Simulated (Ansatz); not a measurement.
The relaxed structure here is a generated cell of HgS: the first start was made by placing the elements on the sites of a structure type, and the end was not matched to a known phase here, so it may be hypothetical. Known forms of HgS include space group No. 154, 216.

The end point of a relaxation of HgS. Space group R3m (No. 160), AFLOW prototype AB_hR6_160_3a_3a (as in SiC). These are PBE (plane waves to 420 eV, PAW, scalar-relativistic; Ansatz, a program for electronic structure) values and carry that method's errors.

```cif
data_Hg9S9
_chemical_formula_sum 'S9 Hg9'
_space_group_name_H-M_alt 'R3m :H'
_space_group_IT_number 160
_space_group_name_Hall 'R 3 -2"'
_cell_length_a 4.23789
_cell_length_b 4.23789
_cell_length_c 31.13168
_cell_angle_alpha 90.000
_cell_angle_beta 90.000
_cell_angle_gamma 120.000
loop_
_atom_site_label
_atom_site_type_symbol
_atom_site_symmetry_multiplicity
_atom_site_Wyckoff_symbol
_atom_site_fract_x
_atom_site_fract_y
_atom_site_fract_z
_atom_site_occupancy
S1 S 3 a 0.00000 0.00000 0.00005 1
S2 S 3 a 0.00000 0.00000 0.77790 1
S3 S 3 a 0.00000 0.00000 0.22238 1
Hg1 Hg 3 a 0.00000 0.00000 0.91657 1
Hg2 Hg 3 a 0.00000 0.00000 0.69430 1
Hg3 Hg 3 a 0.00000 0.00000 0.13880 1
```
(The calculation used a cell of 6 atoms; values per cell refer to that cell.)

Volume per atom: 26.90 Å³
Band gap: zero (the bands touch at this level, without spin-orbit coupling)
Shortest distances: Hg–S 2.59 Å
k-mesh: 9×9×9

Band energies at high-symmetry points (eV from the Fermi level; labels of this space group; no spin-orbit coupling), from −5 eV up to 5.0 eV:

| point | energies |
|---|---|
| Γ | -3.78 -3.76 -0.74 -0.74 -0.73 -0.73 -0.60 -0.14 -0.09 -0.09 1.34 1.45 |
| T | -2.03 -2.01 -0.93 -0.93 -0.32 -0.32 -0.31 -0.31 0.93 1.02 1.35 |
| H2 | -4.80 -4.68 -4.63 -3.03 -2.53 -2.05 -1.91 -1.57 -1.42 2.96 3.07 3.27 4.88 |
| H0 | -4.80 -4.68 -4.63 -3.03 -2.53 -2.05 -1.91 -1.57 -1.42 2.96 3.07 3.27 4.88 |
| L | -4.97 -4.60 -4.46 -2.36 -1.98 -1.85 -1.84 -1.19 -0.95 1.88 2.58 2.89 4.18 4.86 |
| S0 | -4.81 -4.69 -4.61 -3.03 -2.54 -2.07 -1.84 -1.61 -1.42 2.96 3.10 3.24 4.88 |
| S2 | -4.81 -4.69 -4.61 -3.03 -2.54 -2.07 -1.84 -1.61 -1.42 2.96 3.10 3.24 4.88 |
| F | -4.92 -4.73 -4.35 -2.65 -2.13 -1.63 -1.26 -1.26 -1.25 1.94 2.41 2.92 4.30 |

No spin polarisation in the result. Without spin-orbit coupling the bands of the heavy element are not split, so the gap can be far off. The gap comes from the SCF mesh and the high-symmetry points alone.

The run could not lose the symmetry of its start, so the end can be a saddle point.
